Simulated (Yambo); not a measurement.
G0W0@PBEsol for Ba₂ScCuO₄ (space group P4/mmm, No. 123) in Yambo. Reference settings: 2×2×1 Γ-centred k mesh, bands 6 to 214 and a 7 Ry block in the screening, 214 bands in G with the Bruneval-Gonze terminator, plasmon pole fitted at 27.2 eV. The PBEsol gap M → X on this mesh is 1.99 eV; G0W0 gaps are taken between the same points.

With and without the terminator, as bands are cut:

```json
[
 {"bands in G (in W)": "90 (214)", "gap, terminator (eV)": "2.978", "gap, none (eV)": "2.803", "valence shift, terminator (eV)": "-0.514", "valence shift, none (eV)": "0.069"},
 {"bands in G (in W)": "142 (214)", "gap, terminator (eV)": "2.915", "gap, none (eV)": "2.755", "valence shift, terminator (eV)": "-0.522", "valence shift, none (eV)": "-0.166"},
 {"bands in G (in W)": "214 (214)", "gap, terminator (eV)": "2.897", "gap, none (eV)": "2.776", "valence shift, terminator (eV)": "-0.521", "valence shift, none (eV)": "-0.296"}
]
```

Over this range the gap spans 0.081 eV with the terminator and 0.048 eV without, the valence shift 0.008 eV and 0.365 eV. Neither column has reached its limit for certain.

Geometry of the Materials Project entry, not relaxed at this level; primitive cell a = b = 4.1770 Å, c = 8.0789 Å, α = β = γ = 90.00°.

The structure is a Materials Project entry; no match was found in the copy of COD used, and its stability was not checked.

A shift is the quasiparticle energy of the state minus its PBEsol energy.
